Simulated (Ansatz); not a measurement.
SiGeC₂ in space group P-4m2 (No. 115; Si on 1a, C on 2g, Ge on 1c), plane-wave PAW r²SCAN (Ansatz code), all energies at zero smearing, with the estimated change up to a 700 eV cutoff added, with one set of potentials and settings (totals compare only within such a set). Cell of 4 atoms (1 Si, 2 C, 1 Ge): -5445.152 eV.

```json
[
 {"element": "Si", "reference phase": "Fd-3m, 2 atoms in the cell", "E (eV/atom)": "-639.0665"},
 {"element": "C", "reference phase": "P6_3/mmc, 4 atoms in the cell", "E (eV/atom)": "-251.6688"},
 {"element": "Ge", "reference phase": "Fd-3m, 2 atoms in the cell", "E (eV/atom)": "-4302.9121"}
]
```

Formation energy per atom, worked out: (-5445.152 − 1×(-639.0665) − 2×(-251.6688) − 1×(-4302.9121))/4 = 0.041 eV/atom (4 kJ per mol of atoms), at 0 K, without zero-point energy or fitted corrections.

The start of the workflow was typed in or built on a structure type; neither database checked (COD, Materials Project) lists it. Whether it is the stable phase at ambient conditions was not checked. The r²SCAN relaxation kept the symmetry of its start; its stability against distortions is not shown here. The references are the lowest solids computed at this level, not always the standard phases.

Potentials: the earlier of the program's two PAW sets.
